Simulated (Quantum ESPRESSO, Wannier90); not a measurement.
InAs (zinc blende): Wannier90 run

```xyz
2
Lattice="0.0000 3.0536 3.0536 3.0536 0.0000 3.0536 3.0536 3.0536 0.0000" Properties=species:S:1:pos:R:3 pbc="T T T"
In     1.5268     1.5268     1.5268
As     0.0000     0.0000     0.0000
```

Materials Project entry mp-20305; symmetrised, unrelaxed at this level. COD (Crystallography Open Database) has an entry of this formula and space group (matched by these alone). Computed values, not measurements, from PBEsol: Quantum ESPRESSO (norm-conserving PseudoDojo potentials, cutoff 68 Ry, spinors with spin-orbit coupling) on a Γ-centred 6×6×6 mesh, then Wannier90. Density: 10×10×10 mesh, cold smearing 0.01 Ry. With spin-orbit coupling a semilocal functional can close or falsely invert a small gap; the band order was not checked against a better method.

A tight-binding model is made by disentanglement and projection with no localisation steps (num_iter = 0), so the 16 orbitals stay atom-like: hydrogen-like In: s;p; As: s;p, axes along x, y, z; frozen window up to 1.50 eV relative to the Fermi level. It follows pw.x to 6.0 meV rms for states up to 1.0 eV relative to the Fermi level. Matrix elements depend on this choice of orbitals and windows.

The 30 largest hoppings ⟨m,0|H|n,R⟩ between different sites (one of each Hermitian pair; signs follow the real orbitals' lobes; the list may end inside a set of equal values):

| m | n | R | distance of the centres (Å) | t (eV) | Im t (eV) |
|---|---|---|---|---|---|
| As2 px↑ | In1 py↑ | 0 0 0 | 2.64 | 1.233 | 0.014 |
| As2 px↓ | In1 py↓ | 0 0 0 | 2.64 | 1.233 | -0.014 |
| As2 py↑ | In1 px↑ | 0 0 0 | 2.64 | 1.233 | -0.014 |
| As2 py↓ | In1 px↓ | 0 0 0 | 2.64 | 1.233 | 0.014 |
| In1 px↑ | As2 py↑ | 0 0 1 | 2.64 | 1.233 | 0.014 |
| In1 px↓ | As2 py↓ | 0 0 1 | 2.64 | 1.233 | -0.014 |
| In1 py↑ | As2 px↑ | 0 0 1 | 2.64 | 1.233 | -0.014 |
| In1 py↓ | As2 px↓ | 0 0 1 | 2.64 | 1.233 | 0.014 |
| In1 px↑ | As2 py↑ | 0 1 0 | 2.64 | -1.233 | 0.014 |
| In1 px↓ | As2 py↓ | 0 1 0 | 2.64 | -1.233 | -0.014 |
| In1 py↑ | As2 px↑ | 0 1 0 | 2.64 | -1.233 | -0.014 |
| In1 py↓ | As2 px↓ | 0 1 0 | 2.64 | -1.233 | 0.014 |
| In1 px↑ | As2 py↑ | 1 0 0 | 2.64 | -1.233 | 0.014 |
| In1 px↓ | As2 py↓ | 1 0 0 | 2.64 | -1.233 | -0.014 |
| In1 py↑ | As2 px↑ | 1 0 0 | 2.64 | -1.233 | -0.014 |
| In1 py↓ | As2 px↓ | 1 0 0 | 2.64 | -1.233 | 0.014 |
| As2 pz↑ | In1 px↑ | 0 0 0 | 2.64 | 1.233 | -0.006 |
| As2 pz↑ | In1 py↑ | 0 0 0 | 2.64 | 1.233 | 0.006 |
| As2 pz↓ | In1 px↓ | 0 0 0 | 2.64 | 1.233 | 0.006 |
| As2 pz↓ | In1 py↓ | 0 0 0 | 2.64 | 1.233 | -0.006 |
| In1 px↑ | As2 pz↑ | 0 0 1 | 2.64 | -1.233 | -0.006 |
| In1 px↓ | As2 pz↓ | 0 0 1 | 2.64 | -1.233 | 0.006 |
| In1 py↑ | As2 pz↑ | 0 0 1 | 2.64 | -1.233 | 0.006 |
| In1 py↓ | As2 pz↓ | 0 0 1 | 2.64 | -1.233 | -0.006 |
| In1 px↑ | As2 pz↑ | 0 1 0 | 2.64 | 1.233 | -0.006 |
| In1 px↓ | As2 pz↓ | 0 1 0 | 2.64 | 1.233 | 0.006 |
| In1 py↑ | As2 pz↑ | 0 1 0 | 2.64 | -1.233 | -0.006 |
| In1 py↓ | As2 pz↓ | 0 1 0 | 2.64 | -1.233 | 0.006 |
| In1 px↑ | As2 pz↑ | 1 0 0 | 2.64 | -1.233 | 0.006 |
| In1 px↓ | As2 pz↓ | 1 0 0 | 2.64 | -1.233 | -0.006 |
